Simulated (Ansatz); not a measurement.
The relaxed structure here is a generated cell of In: the first start was made by placing the elements on the sites of a structure type, and the end was not matched to a known phase here, so it may be hypothetical. Known forms of In include space group No. 139.

The end point of a relaxation of In. The numbers are results of r2SCAN (plane waves to 500 eV, PAW, scalar-relativistic; Ansatz, a quantum-chemistry and plane-wave program), not measurements.

```xyz
1
Lattice="2.3921 1.3811 1.3981 -2.3921 1.3811 1.3981 0.0000 -2.7622 1.3981" Properties=species:S:1:pos:R:3 pbc="T T T"
In     0.0000     0.0000     0.0000
```

Problem. Determine the symmetry and give the standard cell with its independent sites.

Solution. Space group R-3m, hexagonal axes (No. 166); a = 4.784 Å, b = 4.784 Å, c = 4.194 Å, α = 90.00°, β = 90.00°, γ = 120.00°

```json
[
 {"atom": "In", "site": "3a", "symmetry": "-3m", "x": "0.0000", "y": "0.0000", "z": "0.0000"}
]
```

This is the AFLOW prototype A_hR1_166_a (A_i).

Problem. Give the shortest distances between elements (the closest pairs, up to four, under 3.6 Å).

Solution. In–In 3.10 Å.

```json
{
  "volume_per_atom": "27.71 Å³",
  "band_gap": "no gap (metallic)"
}
```

No spin polarisation in the result.

The run could not lose the symmetry of its start, so the end can be a saddle point.
